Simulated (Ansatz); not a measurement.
The calculation used DFT PBE, scalar-relativistic, plane waves, PAW in Ansatz 0.2.0. All cells share a 420 eV cutoff and Γ-centred k meshes spaced at most about 0.3 Å⁻¹ (about 0.25 or finer for metals, 2π included). No spin polarisation in the final relaxations.

Temperature and zero-point effects are left out.

Two relaxed structures of Zr2AlN3:

A.

```cif
data_structure
_symmetry_space_group_name_H-M 'P6_3/mmc'
_symmetry_Int_Tables_number 194
_cell_length_a 3.0936
_cell_length_b 3.0936
_cell_length_c 16.2309
_cell_angle_alpha 90.000
_cell_angle_beta 90.000
_cell_angle_gamma 120.000
_cell_volume 134.53
loop_
_atom_site_label
_atom_site_type_symbol
_atom_site_symmetry_multiplicity
_atom_site_Wyckoff_symbol
_atom_site_fract_x
_atom_site_fract_y
_atom_site_fract_z
_atom_site_occupancy
Zr1 Zr 4 f 0.33333 0.66667 0.08383 1
Al1 Al 2 d 0.33333 0.66667 0.75000 1
N1 N 2 a 0.00000 0.00000 0.00000 1
N2 N 4 e 0.00000 0.00000 0.32649 1
```

B.

```cif
data_structure
_symmetry_space_group_name_H-M 'I4/mmm'
_symmetry_Int_Tables_number 139
_cell_length_a 3.1608
_cell_length_b 3.1608
_cell_length_c 13.4140
_cell_angle_alpha 90.000
_cell_angle_beta 90.000
_cell_angle_gamma 90.000
_cell_volume 134.01
loop_
_atom_site_label
_atom_site_type_symbol
_atom_site_symmetry_multiplicity
_atom_site_Wyckoff_symbol
_atom_site_fract_x
_atom_site_fract_y
_atom_site_fract_z
_atom_site_occupancy
Zr1 Zr 4 e 0.50000 0.50000 0.33341 1
Al1 Al 2 b 0.50000 0.50000 0.00000 1
N1 N 2 a 0.00000 0.00000 0.00000 1
N2 N 4 e 0.50000 0.50000 0.15076 1
```

Problem. Which form is favoured at zero pressure, and by what margin per atom?

Solution. B is lower, by 146 meV/atom. A has space group P6_3/mmc (No. 194), 11.2 Å³/atom and no gap on its mesh; B has Zr and Al ordered on rock salt sites, space group I4/mmm (No. 139), 11.2 Å³/atom and no gap. Counting N atoms around Al and Zr (those within 1.25 times the shortest such distance or 1.15 times the sum of covalent radii; a plus sign parts nearer from farther groups), A has Zr 6, Al 6 and B has Zr 5+1, Al 2+4. Both come from invented guesses. A third cell relaxed alike, in P-3m1, lies 29 meV/atom below the lower of the two.

Cells relaxed within their symmetry can be saddle points.
